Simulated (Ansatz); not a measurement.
Data:

C3N4:
Space group R3m, hexagonal axes (No. 160); a = 4.7484 Å, b = 4.7484 Å, c = 9.4468 Å, α = 90.00°, β = 90.00°, γ = 120.00°

```
atom  site  symmetry       x       y       z
----  ----  --------  ------  ------  ------
C       9b        .m  0.1568  0.3136  0.3332
N       9b        .m  0.1700  0.3401  0.0000
N       3a        3m  0.0000  0.0000  0.6655
```
(The calculation used a cell of 7 atoms; values per cell refer to that cell.)

This is the r²SCAN+D4-relaxed structure.

**Question.** All from r²SCAN+D4 (plane waves, PAW; program Ansatz), unless another level is named. Give the highest zone-centre frequency (without LO–TO term).

**Answer.** 46.52 THz.

**Question.** Next, the bulk modulus (Birch–Murnaghan fit)?

**Answer.** 36.3 GPa.

The first step of the workflow began from a Materials Project structure, measured or hypothetical; the Crystallography Open Database copy checked does not list it. COD files the formula under space group No. 227. Its standing as an ambient phase is unchecked. The r²SCAN+D4 relaxation kept the symmetry of its start. At this level the phase is dynamically unstable (imaginary phonons). Its formation energy is positive at this level, so the cell may be metastable or incomplete.

Potentials: the earlier of the program's two PAW sets. The files were generated under PBE; for other functionals the program regenerates the frozen cores, and for LDA and PBEsol the local potential too.
